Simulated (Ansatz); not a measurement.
The relaxed structure here is a generated cell of YN: the first start was made by a random draw of sites in a space group, and the end was not matched to a known phase here, so it may be hypothetical. Known forms of YN include space group No. 225.

The end point of a relaxation of YN. Space group I4₁md (No. 109). The numbers are results of r2SCAN (plane waves to 500 eV, PAW, scalar-relativistic; Ansatz, a first-principles code), not measurements.

```xyz
8
Lattice="-3.4804 3.4804 5.7297 3.4804 -3.4804 5.7297 3.4804 3.4804 -5.7297" Properties=species:S:1:pos:R:3 pbc="T T T"
N      0.0000     0.0000     9.1853
N      0.0000     3.4804     0.5907
N      0.0000     0.0000     0.8029
N      0.0000     3.4804     3.6677
Y      3.4804    -1.9391     5.1735
Y      3.4804     1.9391     5.1735
Y      1.9391     0.0000     8.0383
Y      1.5413     3.4804     2.3086
```

**Question.** What is the computed band gap (r2SCAN)?

**Answer.** 0.83 eV, indirect (valence top at N, conduction bottom at Γ) (no spin-orbit coupling).

**Question.** What is the computed smallest direct gap (r2SCAN)?

**Answer.** 1.11 eV at Γ.

No spin polarisation in the result.

The run could not lose the symmetry of its start: the end is stationary, and may be a saddle point rather than a minimum.
